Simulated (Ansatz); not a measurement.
Nb:
Space group P6/mmm (No. 191); a = b = 4.885 Å, c = 2.666 Å, α = β = 90.00°, γ = 120.00°

```
atom  site  symmetry       x       y       z
----  ----  --------  ------  ------  ------
Nb      1a     6/mmm  0.0000  0.0000  0.0000
Nb      2d      -6m2  0.3333  0.6667  0.5000
```

Relaxed at zero pressure with r²SCAN in the plane-wave PAW code Ansatz.

Question: The volume is lowered by 3 % and shape and atoms relax at that volume. What pressure results, and how do the axes share the change?

Answer: 5.5 GPa; a -1.1 %, b -1.1 %, c -0.9 %; the energy rises by 9 meV/atom.

Question: Give the new structure.

Answer: 
Space group P6/mmm (No. 191); a = b = 4.8334 Å, c = 2.6417 Å, α = β = 90.00°, γ = 120.00°

```tsv
atom	site	symmetry	x	y	z
Nb	1a	6/mmm	0.0000	0.0000	0.0000
Nb	2d	-6m2	0.3333	0.6667	0.5000
```

The phase is kept; no other phase was compared at this pressure.

The start of the workflow was typed in or built on a structure type; neither database checked (COD, Materials Project) lists it. It is not the phase usual at ambient conditions (space group No. 229). Symmetry was held in the r²SCAN relaxation; its stability against distortions is not shown here. The run is not spin-polarised. Axis ratios of metals converge slowly with the k-mesh, so a and c are less sure than the volume.

Potentials: the earlier of the program's two PAW sets.
